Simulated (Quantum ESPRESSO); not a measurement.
**Kohn-Sham bands of ScAl3 (Cu3Au type)**

```xyz
4
Lattice="4.0878 0.0000 0.0000 0.0000 4.0878 0.0000 0.0000 0.0000 4.0878" Properties=species:S:1:pos:R:3 pbc="T T T"
Sc     0.0000     0.0000     0.0000
Al     2.0439     0.0000     2.0439
Al     0.0000     2.0439     2.0439
Al     2.0439     2.0439     0.0000
```

Structure: Materials Project mp-2121, symmetrised, not relaxed again. Not found in the COD (Crystallography Open Database) copy used; not checked further. Level: PBEsol, no spin polarisation, no spin-orbit coupling; pw.x of Quantum ESPRESSO at 63 Ry with PseudoDojo potentials, 8×8×8 k-points, Wannier90. Density: 10×10×10 mesh, cold smearing 0.01 Ry.

### Question
List the Kohn-Sham levels between −8 and 3.0 eV relative to the Fermi level at the high-symmetry points, as a band run of pw.x on that density gives them (levels within 2 meV counted together).

### Answer
| point | k (reciprocal lattice) | levels (eV) |
|---|---|---|
| Γ | 0.000 0.000 0.000 | -2.63 (×2), -1.82 (×3), 1.22, 1.30 (×3) |
| X | 0.000 0.500 0.000 | -7.33, -1.72 (×2), -1.49, 0.86, 1.00 (×2), 1.34, 1.64, 2.16 |
| M | 0.500 0.500 0.000 | -6.76, -5.63 (×2), -4.37, -0.54 (×2), 1.20, 1.36, 2.06, 2.49 |
| R | 0.500 0.500 0.500 | -4.80 (×3), -4.49, -2.96 (×3), 0.92, 2.60 (×2) |
